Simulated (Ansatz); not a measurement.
InGaN2 in space group P3m1 (No. 156; In on 1a, Ga on 1c, N on 1c, N on 1a) at seven volumes, plane-wave PAW PBEsol (Ansatz code), shape and atoms relaxed at each. One row is withheld.

| V (Å³/atom) | P (GPa) |
|---|---|
| 12.186 | 17.88 |
| 12.587 | 10.93 |
| 12.989 | 5.02 |
| 13.391 | 0.00 |
| 13.793 | -4.26 |
| 14.194 | ? |
| 14.596 | -10.93 |

**Question.** Fit the shown pressures and predict the withheld one.

**Answer.** P = (3/2)B₀(x^(7/2) − x^(5/2))[1 + (3/4)(B′ − 4)(x − 1)] with x = (V₀/V)^(2/3). Least squares on the six rows gives V₀ = 13.391 Å³/atom, B₀ = 154 GPa, B′ = 4.45. At V = 14.194, x = 0.9619 and P = -7.88 GPa. The run itself gave -7.88 GPa.

The workflow started from a Materials Project entry (that database holds measured and hypothetical structures alike); the Crystallography Open Database copy checked does not list it. With In and Ga taken as one species the cell has the higher symmetry P6_3mc, so it may be an ordered model of a mixed-site phase. Its standing as an ambient phase is unchecked. The cell was relaxed with PBEsol under the symmetry of its start; of distortions, only those at the zone centre were tested.

Potentials: the later of the program's two PAW sets.
